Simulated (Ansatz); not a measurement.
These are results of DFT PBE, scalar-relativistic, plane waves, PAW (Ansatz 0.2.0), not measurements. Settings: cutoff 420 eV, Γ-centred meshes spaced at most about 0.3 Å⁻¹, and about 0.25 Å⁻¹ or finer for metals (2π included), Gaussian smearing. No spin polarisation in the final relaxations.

Temperature and zero-point effects are left out.

Compare these two cells of Sn2GeP2, each relaxed at this level.

A. Space group I4/mmm (No. 139), tetragonal, a = 5.140 Å, c = 8.857 Å. Sn is surrounded by 4 P at 2.69 Å, 1 Sn at 2.85 Å and 1 Ge at 3.00 Å; around Ge lie 2 Sn at 3.00 Å and 8 P at 3.39 Å; around P lie 4 Sn at 2.69 Å and 4 Ge at 3.39 Å.

B. Space group I4/mmm (No. 139), tetragonal, a = 5.364 Å, c = 7.707 Å. Around Sn lie 4 P at 2.80 Å and 4 Ge at 3.30 Å; Ge has 2 P at 2.73 Å; around P lie 1 P at 2.26 Å, 1 Ge at 2.73 Å and 4 Sn at 2.80 Å.

**Question.** Which placement of the atoms is lower in energy, and by how much?

**Answer.** B is lower, by 123 meV/atom. The two share one framework of sites and differ in which element sits where. A has space group I4/mmm (No. 139), 23.4 Å³/atom and no gap on its mesh; B has space group I4/mmm (No. 139), 22.2 Å³/atom and no gap. Counting Ge or P atoms around Sn (for each partner element, those within 1.25 times its shortest distance or 1.15 times the sum of covalent radii, where it is the nearest in units of that sum or under 1.3), A has Sn 5 and B has Sn 8. B holds P–P pairs (shortest 2.26 Å); in A the shortest P–P distance is 3.63 Å. The denser one is the lower, and pressure would at first widen the difference. Even the lower one lies +0.24 eV/atom against the reference forms of the elements (uncorrected), so neither is stable at this level. Both come from invented guesses. A third cell relaxed alike, in P-3m1, lies 198 meV/atom below the lower of the two.

Cells relaxed within their symmetry can be saddle points.
